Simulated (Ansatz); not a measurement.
Data:

Relaxed CuI (zinc blende):

```
CELL_PARAMETERS angstrom
      0.00000     6.07934     6.07934
      3.03967     0.00000     3.03967
      3.03967     3.03967     0.00000
ATOMIC_POSITIONS crystal
  I  0.37500 0.75000 0.75000
  I  0.87500 0.75000 0.75000
  Cu 0.00000 0.00000 0.00000
  Cu 0.50000 0.00000 0.00000
```

The atoms are displaced by Q × the pattern below (from a DFPT mode at L = (0.5, 0.0, 0.0), largest move 1; Q in Å), at fixed cell. It is one choice among 2 degenerate patterns. (q is in reciprocal vectors of the primitive cell; the cell shown is doubled to hold the pattern.)

| atom | x | y | z |
|---|---|---|---|
| I1 | 0.234 | -0.426 | 0.660 |
| I2 | -0.234 | 0.426 | -0.660 |
| Cu3 | -0.285 | 0.520 | -0.805 |
| Cu4 | 0.285 | -0.520 | 0.805 |

All values below come from PBE (plane waves to 420 eV, PAW, scalar-relativistic; Ansatz, an electronic-structure program). k mesh 9×9×9 (Γ-centred), Fermi-Dirac smearing 0.05 eV. E stands for the smeared free energy. CuI is run without spin polarisation. CuI was relaxed with its symmetry unable to fall. Spin-orbit coupling is left out, though I is heavy. The zero of ΔE is the undisplaced structure.

The scan covers Q from -0.280 to 0.280 Å in 13 points.

**Question.** Is this a single well or a double well?

**Answer.** A single well with its minimum at or next to zero displacement.

**Question.** Which space group does the distorted structure have?

**Answer.** P1 (No. 1), lowered from F-43m.

**Question.** What is the energy change at Q = 0.280 Å?

**Answer.** 62.1 meV/cell.

**Question.** What harmonic wavenumber does the curvature at Q = 0 give?

**Answer.** 37 cm⁻¹.

(For displaced atoms, the force is minus the slope of the energy, and its curvature is a force constant, which sets phonon frequencies.)
